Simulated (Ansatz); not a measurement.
# YbMg2Bi2: Mg vacancy

Computed with the plane-wave PAW code Ansatz (scalar-relativistic, PAW set soft_2): PBEsol, no spin polarisation, 420 eV cutoff, k-mesh 3×3×3.

The relaxed host crystal (no gap at this level of theory):

```
Yb Mg Bi
1.0
     4.73199    0.00000    0.00000
    -2.36600    4.09803    0.00000
     0.00000    0.00000    7.47690
Yb Mg Bi
1 2 2
Cartesian
  0.0000 0.0000 0.0000
  2.3660 1.3660 4.7261
  0.0000 2.7320 2.7508
  2.3660 1.3660 1.7446
  0.0000 2.7320 5.7323
```

Supercell of 20 atoms, rows of the matrix [[0,-1,1],[0,-1,-1],[2,2,0]] times the cell vectors; Mg vacancy at (0.667, 0.333, 0.632) in fractions of the cell above. Atoms are relaxed at the host's cell. The cell loses 1 of its 8 Mg, so this is a heavily defective crystal.

Task: How does the lattice relax around the defect?

Result: Distances from the empty Mg site (Å), by shell of the perfect crystal:

```
shell  perfect crystal    relaxed, charge 0
 3 Bi             2.91  2.78 (2.77 to 2.79)
 1 Bi             2.98                 3.22
 3 Mg             3.37                 3.22
```

```json
{"charge": "0", "gap of the cell on the mesh (eV)": "0.00"}
```

Formation energy of the neutral defect: 0.95 eV, taking atoms from and to the elements' standard states (no corrections for gases), so it belongs to those chemical potentials alone.

Relaxed cell at charge 0:

```
YbMg2Bi2 V_Mg charge 0
1.0
     2.3660   -4.0980    7.4769
     2.3660   -4.0980   -7.4769
     4.7320    8.1961    0.0000
Yb Mg Bi
4 7 8
Direct
  0.0024 0.0051 0.5000
  0.4949 0.4976 0.5000
  0.0019 0.0005 0.0024
  0.4905 0.5062 0.9967
  0.4847 0.8380 0.3227
  0.9971 0.3584 0.8399
  0.4815 0.8428 0.8399
  0.5397 0.1637 0.1751
  0.0113 0.6354 0.1751
  0.5181 0.1494 0.6675
  0.0099 0.6376 0.6475
  0.7663 0.5646 0.3309
  0.2858 0.0442 0.3301
  0.7864 0.5523 0.8353
  0.2829 0.0489 0.8353
  0.7326 0.9674 0.1739
  0.2065 0.4413 0.1739
  0.7172 0.9514 0.6686
  0.2076 0.4446 0.6522
```

Caveats: 4f shell without a U, which puts 4f levels too near the Fermi level; small supercell, so energies and levels can be off by tenths of an eV; the atoms kept the symmetry of the start, so a distorted state could lie lower.
